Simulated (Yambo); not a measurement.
Yambo run on MgS (zinc blende, space group F-43m, No. 216). The wavefunctions come from this Quantum ESPRESSO step (LDA, PseudoDojo standard norm-conserving files, scalar-relativistic):

```
&CONTROL
  calculation = 'nscf'
  pseudo_dir = './pseudo'
  outdir = './out'
/
&SYSTEM
  ibrav = 0
  nat = 2
  ntyp = 2
  ecutwfc = 84.0
  ecutrho = 336.0
  occupations = 'fixed'
  force_symmorphic = .true.
  nbnd = 103
/
&ELECTRONS
  conv_thr = 2e-09
  diago_full_acc = .true.
  diago_thr_init = 1e-08
/
ATOMIC_SPECIES
Mg 24.3050 Mg.upf
S 32.0600 S.upf
CELL_PARAMETERS angstrom
  0.000000000000   2.798104481000   2.798104481000
  2.798104481000   0.000000000000   2.798104481000
  2.798104481000   2.798104481000   0.000000000000
ATOMIC_POSITIONS crystal
Mg   0.000000000000   0.000000000000   0.000000000000
S   0.250000000000   0.250000000000   0.250000000000
K_POINTS automatic
4 4 4 0 0 0
```

Yambo input:

```
rim_cut
gw0
dyson
el_el_corr
HF_and_locXC
ppa
em1d
RandQpts= 1000000
RandGvec= 1 Ry
EXXRLvcs= 84 Ry
VXCRLvcs= 336 Ry
Chimod= "HARTREE"
% BndsRnXp
 5 | 100 |
%
NGsBlkXp= 10 Ry
% LongDrXp
 1.0 | 1.0 | 1.0 |
%
PPAPntXp= 27.2114 eV
% GbndRnge
 1 | 100 |
%
GTermKind= "BG"
DysSolver= "n"
ExtendOut
% QPkrange
 1 | 1 | 8 | 9 |
 3 | 3 | 8 | 9 |
%
```

k points by index: 1 = Γ, 3 = L.

The o-*.qp file then holds:

```
#    K-point    Band    Eo [eV]    E [eV]    E-Eo [eV]    Vxc [eV]    Vnlxc [eV]    Sc|Eo [eV]    Sc|E [eV]    dSc/dw|Eo [eV]    Re(Z)    Im(Z)
#
    1    8    0.000000    -1.318847    -1.318847    -12.94390    -16.26232    1.631688    1.999577    -7.589793    0.781907    -0.001578
    1    9    3.351707    4.027469    0.675762    -9.462857    -5.168015    -3.469985    -3.619080    -6.002517    0.819275    -0.001398
    3    8    -0.345474    -1.675492    -1.330018    -12.82136    -16.24782    1.722899    2.096436    -7.641538    0.780746    -0.001606
    3    9    4.983828    5.901430    0.917602    -9.708030    -5.037590    -3.552020    -3.752839    -5.954318    0.820465    -0.001409
```
(The two width columns are left out.) Convergence of these settings isn't established.

Geometry relaxed with LDA.

This is not the ordinary phase of the substance; no match was found in the copy of COD used, and its stability was not checked.
